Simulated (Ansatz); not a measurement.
**Ag (Fm-3m), stationary points along a deformation path**

All numbers below come from Ansatz, DFT r2SCAN, scalar-relativistic, plane waves, PAW. Settings: plane waves to 500 eV, k-mesh 22×22×22 (Γ-centred), Gaussian smearing 0.15 eV. No spin polarisation. Energies are free energies at this smearing, counted from the undisturbed cell; pressure is positive in compression.

Zero of the scan (as given, not relaxed at this level; it stands at 1.4 GPa):

```
CELL_PARAMETERS angstrom
0.00000 2.04310 2.04310
2.04310 0.00000 2.04310
2.04310 2.04310 0.00000
ATOMIC_POSITIONS crystal
Ag 0.00000 0.00000 0.00000
```

At fixed volume and fractional coordinates, lengths along (0.000, 0.000, 1.000) are scaled against those across it; ρ is that ratio over its starting value. V = 17.057 Å³/atom. Δσ is the stress along the axis less the mean stress across it (compression positive).

```csv
ρ,ΔE (meV/atom),Δσ (GPa),space group
0.650,35.0,-0.09,I4/mmm
0.707,37.5,0.00,Im-3m
0.780,31.9,1.61,I4/mmm
0.850,20.2,2.17,I4/mmm
0.920,7.7,2.06,I4/mmm
0.960,2.2,1.39,I4/mmm
1.000,0.0,0.00,Fm-3m
1.050,3.8,-2.30,I4/mmm
1.100,15.6,-4.94,I4/mmm
1.200,63.3,-10.77,I4/mmm
1.300,146.7,-18.95,I4/mmm
1.414,293.4,-30.78,I4/mmm
1.500,442.5,-40.40,I4/mmm
```

Problem. How does the stress give the slope of the energy, and where is the energy stationary?

Solution. Along the path d ln(length) is 2/3 d ln ρ on the axis and −1/3 d ln ρ across it, so dE/d ln ρ = −(2/3) V Δσ: the energy falls with ρ where Δσ is positive. Δσ vanishes or changes sign at ρ = 0.707 (Im-3m), a maximum at 37.5 meV/atom; at ρ = 1.000 (Fm-3m), a minimum at 0.0 meV/atom. Pairs of stationary points between two samples would go unseen, and could change a minimum read from distant neighbours into a maximum. At ρ = 0.707, 1.000 the cell is cubic, where symmetry alone makes the stress isotropic and the slope zero.

Problem. Which shear constant sets the curvature at ρ = 1?

Solution. For a cubic crystal E/V = (2/3) C (ln ρ)² with C = C′ = (C11 − C12)/2, so Δσ = −2C ln ρ. The parabola of Δσ against ln ρ through ρ = 0.960, 1 and 1.050 gives C ≈ 20.0 GPa with the ions clamped, rough because the steps are large. It is the stress–strain coefficient at this cell's pressure of 1.4 GPa, not the zero-pressure constant.

Problem. Integrate that slope from ρ = 1 to 1.200 by the trapezoid rule.

Solution. With V/N in Å³ and 1 eV/Å³ = 160.2 GPa the slopes at ρ = 1.000, 1.050, 1.100, 1.200 are 0, 163, 351, 764 meV/atom per unit of ln ρ. The steps add 4.0 + 12.0 + 48.5 = 64.5 meV/atom, against 63.3 from the energies; the trapezoid rule misses the curvature of the slope within each step.

In a metal these slopes depend on the k mesh and the smearing.